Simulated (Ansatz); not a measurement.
**Li3C8, before and after**

Recipe of this trial structure of Li3C8: Li between graphite sheets, stage 1 (P6/mmm, No. 191) (host C; sites filled 3 of 4). Lengths were set from tabulated atomic sizes, so they are only a guess.

start.cif

```cif
data_structure
_symmetry_space_group_name_H-M 'P6/mmm'
_symmetry_Int_Tables_number 191
_cell_length_a 4.9120
_cell_length_b 4.9120
_cell_length_c 2.4810
_cell_angle_alpha 90.000
_cell_angle_beta 90.000
_cell_angle_gamma 120.000
_cell_volume 51.84
loop_
_atom_site_label
_atom_site_type_symbol
_atom_site_symmetry_multiplicity
_atom_site_Wyckoff_symbol
_atom_site_fract_x
_atom_site_fract_y
_atom_site_fract_z
_atom_site_occupancy
Li1 Li 3 g 0.50000 0.50000 0.50000 1
C1 C 2 c 0.33333 0.66667 0.00000 1
C2 C 6 l 0.33333 0.16667 0.00000 1
```

All numbers below come from DFT PBE, scalar-relativistic, plane waves, PAW in Ansatz. Cutoff 420 eV, Gaussian smearing, Γ-centred meshes. Cell and atoms relax first on a coarse mesh and then on a finer one. In between, the cell is made exact in the group found at 0.06 Å. In metals the finer mesh still leaves noise of several meV/atom or more. The steps can't lower the symmetry of their start. No spin polarisation.

end.cif

```cif
data_structure
_symmetry_space_group_name_H-M 'P6/mmm'
_symmetry_Int_Tables_number 191
_cell_length_a 5.0999
_cell_length_b 5.0999
_cell_length_c 3.5690
_cell_angle_alpha 90.000
_cell_angle_beta 90.000
_cell_angle_gamma 120.000
_cell_volume 80.39
loop_
_atom_site_label
_atom_site_type_symbol
_atom_site_symmetry_multiplicity
_atom_site_Wyckoff_symbol
_atom_site_fract_x
_atom_site_fract_y
_atom_site_fract_z
_atom_site_occupancy
Li1 Li 3 g 0.50000 0.50000 0.50000 1
C1 C 2 c 0.33333 0.66667 0.00000 1
C2 C 6 l 0.33142 0.16571 0.00000 1
```

The symmetry stays P6/mmm (No. 191). The volume per atom grows by 55.1 %, from 4.7 to 7.3 Å³. The shortest distance goes from 1.42 Å (C–C) to 1.46 Å (C–C). The ratio c/a of the conventional cell changes by a factor of 1.39. The energy falls by about 0.84 eV/atom (the start's value is from the coarse mesh).

For Li3C8, the volume per atom is 7.31 Å³. The density is 2.41 g/cm³ and the formation energy is +0.10 eV/atom. The gap on the 9×9×10 mesh of the 11-atom cell is 0 eV (a metal).

Energies over the elements count from the elements' standard structures at the same level, with no fitted energy shifts. It can't be a ground state, since the elements alone are lower.

The last run used Gaussian smearing of 0.10 eV. An odd number of electrons in the primitive cell allows no gap without spin; a larger cell or a magnetic state could open one. The cell is a metal run without spin; a magnetic state may lie lower. The reference form of C is held partly by dispersion forces, which this level lacks. A structure relaxed within its symmetry needn't be a true minimum. In all, the 3 runs took 5 min on 1 thread of Arm Neoverse N1 (shared host).
